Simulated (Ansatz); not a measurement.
MgO:
```cif
data_MgO
_chemical_formula_sum 'O1 Mg1'
_space_group_name_H-M_alt 'P 1'
_space_group_IT_number 1
_cell_length_a 2.97984
_cell_length_b 2.97984
_cell_length_c 2.97984
_cell_angle_alpha 60.000
_cell_angle_beta 60.000
_cell_angle_gamma 60.000
loop_
_space_group_symop_operation_xyz
  'x, y, z'
loop_
_atom_site_label
_atom_site_type_symbol
_atom_site_fract_x
_atom_site_fract_y
_atom_site_fract_z
_atom_site_occupancy
O1 O 0.00000 0.00000 0.00000 1
Mg1 Mg 0.50000 0.50000 0.50000 1
```

Relaxed with PBEsol. DFT-PBEsol in the program Ansatz with PAW potentials gives a gap of 4.62 eV.

Problem. What gap does HSE06 give on the same cell (Ansatz, PAW)?

Solution. 6.47 eV, 1.85 eV more. The hybrid was solved on a coarser mesh and at special points; its gap is the smallest among all of these.

```json
[
 {"k": "Γ", "v1 PBEsol": "0.00", "c1 PBEsol": "4.62", "v1 HSE06": "0.00", "c1 HSE06": "6.47"},
 {"k": "X", "v1 PBEsol": "-1.35", "c1 PBEsol": "8.95", "v1 HSE06": "…", "c1 HSE06": "…"},
 {"k": "L", "v1 PBEsol": "-0.66", "c1 PBEsol": "7.74", "v1 HSE06": "…", "c1 HSE06": "…"},
 {"k": "W", "v1 PBEsol": "-1.79", "c1 PBEsol": "11.50", "v1 HSE06": "…", "c1 HSE06": "…"},
 {"k": "K", "v1 PBEsol": "-1.15", "c1 PBEsol": "9.94", "v1 HSE06": "…", "c1 HSE06": "…"}
]
```

Problem. Top valence (v1) and lowest conduction level (c1) in eV from each method's valence maximum (which need not be a listed point): supply the withheld HSE06 values.

Solution. 
- K, v1 HSE06: -1.24
- K, c1 HSE06: 11.94
- X, v1 HSE06: -1.46
- X, c1 HSE06: 10.87
- L, v1 HSE06: -0.71
- L, c1 HSE06: 9.69
- W, v1 HSE06: -1.89
- W, c1 HSE06: 13.66

Cost on shared cores: the PBEsol run (SCF on a 11×11×11 mesh, then bands and DOS) around 8 core-seconds (rough), the HSE06 run (SCF on 8×8×8, then a few points) around 60 core-seconds (rough); the tasks are unlike.

Space group Fm-3m (rock salt). The cell was relaxed with PBEsol under the symmetry of its start.

Potentials: the later of the program's two PAW sets.
